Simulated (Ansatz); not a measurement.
Bi (A7 (α-As type), space group No. 166) under volume change, r²SCAN (plane waves, PAW; program Ansatz), shape and atoms relaxed at each volume.

```json
[
 {"V (Å³/atom)": "33.410", "E − E(relaxed) (meV/atom)": "30.9", "P (GPa)": "3.44"},
 {"V (Å³/atom)": "34.512", "E − E(relaxed) (meV/atom)": "12.4", "P (GPa)": "2.01"},
 {"V (Å³/atom)": "35.613", "E − E(relaxed) (meV/atom)": "2.8", "P (GPa)": "0.84"},
 {"V (Å³/atom)": "36.714", "E − E(relaxed) (meV/atom)": "0.0", "P (GPa)": "0.00"},
 {"V (Å³/atom)": "37.816", "E − E(relaxed) (meV/atom)": "2.3", "P (GPa)": "-0.66"},
 {"V (Å³/atom)": "38.917", "E − E(relaxed) (meV/atom)": "8.2", "P (GPa)": "-1.09"},
 {"V (Å³/atom)": "40.019", "E − E(relaxed) (meV/atom)": "16.6", "P (GPa)": "-1.37"}
]
```

Task: What does a third-order Birch–Murnaghan fit give for V₀, B₀ and B′?

Result: V₀ = 36.71 Å³/atom, B₀ = 24.3 GPa, B′ = 9.2.

Space group R-3m (A7 (α-As type)). Symmetry was held in the r²SCAN relaxation; of distortions, only those at the zone centre were tested. Scalar-relativistic: spin–orbit coupling is off unless named, which matters more the heavier the elements.

Potentials: the later of the program's two PAW sets.
